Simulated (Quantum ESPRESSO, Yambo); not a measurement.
# Quasiparticle gap of MgV2O6

```
CELL_PARAMETERS angstrom
      4.88366    -1.76765     0.00000
      4.88366     1.76765     0.00000
     -1.95853     0.00000     6.77819
ATOMIC_POSITIONS crystal
  O  0.28694 0.28694 0.91739
  O  0.71306 0.71306 0.08261
  O  0.07618 0.07618 0.25956
  O  0.92382 0.92382 0.74044
  O  0.63313 0.63313 0.62314
  O  0.36687 0.36687 0.37686
  Mg 0.00000 0.00000 0.50000
  V  0.77866 0.77866 0.82339
  V  0.22134 0.22134 0.17661
```

The geometry is that of Materials Project entry mp-504510, symmetrised and not relaxed again.

Starting point: PBEsol (pw.x of Quantum ESPRESSO, ONCV potentials, scalar-relativistic). G0W0 in Yambo: 4×4×2 Γ-centred k mesh, bands 4 to 141 and a 6 Ry block in the screening, 141 bands in G with the Bruneval-Gonze terminator, plasmon pole fitted at 27.2 eV.

The PBEsol gap along the band path comes out as 2.54 eV. The PBEsol gap between the mesh's edge points ((0, 0, -0.5) → (0, -0.5, 0)) is 2.54 eV. The G0W0 gap between the same points is 4.68 eV. The PBEsol smallest direct gap on the mesh (at (0, -0.5, 0)) comes out as 2.61 eV and the G0W0 direct gap at that point comes out as 4.69 eV.

| k point | band | E PBEsol (eV) | E QP (eV) | shift (eV) | Z |
|---|---|---|---|---|---|
| Γ | VB | -0.08 | -0.59 | -0.50 | 0.76 |
| Γ | CB | 2.79 | 4.47 | 1.68 | 0.76 |
| (0, 0, -0.5) | VB | 0.00 | -0.51 | -0.51 | 0.76 |
| (0, 0, -0.5) | CB | 2.78 | 4.47 | 1.69 | 0.76 |
| (0, -0.5, 0) | VB | -0.07 | -0.51 | -0.44 | 0.76 |
| (0, -0.5, 0) | CB | 2.54 | 4.18 | 1.64 | 0.76 |
| (0, -0.5, -0.5) | VB | -0.11 | -0.55 | -0.44 | 0.76 |
| (0, -0.5, -0.5) | CB | 2.58 | 4.20 | 1.63 | 0.76 |
| (-0.5, -0.5, 0) | VB | -0.12 | -0.63 | -0.51 | 0.76 |
| (-0.5, -0.5, 0) | CB | 2.92 | 4.60 | 1.68 | 0.76 |
| (-0.5, -0.5, -0.5) | VB | -0.15 | -0.65 | -0.50 | 0.76 |
| (-0.5, -0.5, -0.5) | CB | 2.97 | 4.66 | 1.70 | 0.76 |

Energies count from the PBEsol valence-band maximum.

Convergence of the G0W0 settings was not tested.

The 3d shell has no Hubbard U; the runs are without spin polarisation, and magnetic order was not tried.
